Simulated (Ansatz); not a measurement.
NbCr2:
```
CELL_PARAMETERS angstrom
      0.00000     3.45687     3.45687
      3.45687     0.00000     3.45687
      3.45687     3.45687     0.00000
ATOMIC_POSITIONS crystal
  Nb 0.50000 0.50000 0.50000
  Nb 0.75000 0.75000 0.75000
  Cr 0.12500 0.12500 0.12500
  Cr 0.62500 0.12500 0.12500
  Cr 0.12500 0.12500 0.62500
  Cr 0.12500 0.62500 0.12500
```

Relaxed with r²SCAN. Special points in fractions of this cell's reciprocal vectors: Γ (0.000, 0.000, 0.000); X (0.500, 0.000, 0.500); U (0.625, 0.250, 0.625); K (0.375, 0.375, 0.750); L (0.500, 0.500, 0.500); W (0.500, 0.250, 0.750).

### Question
List the band energies nearest the Fermi level at these points for r²SCAN (plane waves, PAW; program Ansatz).

### Answer
In eV from the Fermi level; about four levels below and three above (degenerate sets whole), none deeper than 8.9 eV; points with the same levels are listed once.

```json
[
 {"k": "Γ", "below": "-2.05 -2.05 -0.81 -0.81 -0.81", "above": "0.20 0.20 0.20"},
 {"k": "X", "below": "-1.41 -1.41 -0.70 -0.70", "above": "0.78 0.78 1.06 1.06"},
 {"k": "U", "below": "-1.38 -0.95 -0.78 -0.22", "above": "0.30 0.32 1.16"},
 {"k": "L", "below": "-1.72 -1.72 -1.16 -0.98 -0.98", "above": "0.60 0.60 0.70 0.70"},
 {"k": "W", "below": "-1.14 -1.14 -0.79 -0.79", "above": "0.37 0.37 1.46 1.46"}
]
```

Space group Fd-3m (cubic Laves (MgCu2 type)). The workflow started from an entry of the Crystallography Open Database (COD). Its standing as an ambient phase is unchecked. The cell was relaxed with r²SCAN under the symmetry of its start; whether a distortion lowers the energy is not shown. The workflow began spin-polarised and lost its moments. Its formation energy is positive at this level, so the cell may be metastable or incomplete. Spin–orbit coupling is left out wherever it is not named.

Potentials: the later of the program's two PAW sets.
